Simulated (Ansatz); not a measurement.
# Response of Ir to small distortions

```yaml
crystal:
  lattice:
    - [0.00000, 1.91970, 1.91970]
    - [1.91970, 0.00000, 1.91970]
    - [1.91970, 1.91970, 0.00000]
  atoms:
    - { symbol: Ir, position: [0.00000, 0.00000, 0.00000] }
```

The geometry is COD entry 9008470, unchecked; take it as a test cell.

Spin–orbit coupling is left out, though it moves levels of the heavy atoms by tenths of an eV or more.

These are results of DFT, PBEsol, all-electron LAPW, scalar-relativistic (Ansatz 0.2.0), not measurements.

Numerical set-up: a Γ-centred 15×15×15 k mesh, Fermi–Dirac smearing of 0.05 eV, basis error target 0.5 meV/atom, no spin polarisation.

The unchanged cell is at -2.83 GPa.

In a metal, stresses and small energies carry noise from the k mesh.

x, y and z are the Cartesian axes of the cell as listed; fractional coordinates follow a strain, and an engineering shear is twice the off-diagonal strain component.

(1) With this change (equal xy, yz and zx engineering shear strains of -3 %), what becomes of the energy and stress?

(2) With this change (equal xy, yz and zx engineering shear strains of -1 %), what becomes of the energy and stress?

(3) With this change (equal xy, yz and zx engineering shear strains of +2 %), what becomes of the energy and stress?

(4) With this change (equal xy, yz and zx engineering shear strains of -2 %), what becomes of the energy and stress?

(5) With this change (equal xy, yz and zx engineering shear strains of +1 %), what becomes of the energy and stress?

With equal xy, yz and zx engineering shear strains of +3 %: energy change +33 meV/atom; stress change (xx, yy, zz, yz, xz, xy) 1.35, 1.35, 1.35, -8.45, -8.45, -8.45 GPa, compression positive.

## Answers

(1) Energy change +33 meV/atom; stress change (xx, yy, zz, yz, xz, xy) 1.32, 1.32, 1.32, 8.21, 8.21, 8.21 GPa, compression positive.

(2) Energy change +4 meV/atom; stress change (xx, yy, zz, yz, xz, xy) 0.14, 0.14, 0.14, 2.74, 2.74, 2.74 GPa, compression positive.

(3) Energy change +15 meV/atom; stress change (xx, yy, zz, yz, xz, xy) 0.59, 0.59, 0.59, -5.62, -5.62, -5.62 GPa, compression positive.

(4) Energy change +15 meV/atom; stress change (xx, yy, zz, yz, xz, xy) 0.58, 0.58, 0.58, 5.49, 5.49, 5.49 GPa, compression positive.

(5) Energy change +4 meV/atom; stress change (xx, yy, zz, yz, xz, xy) 0.15, 0.15, 0.15, -2.79, -2.79, -2.79 GPa, compression positive.
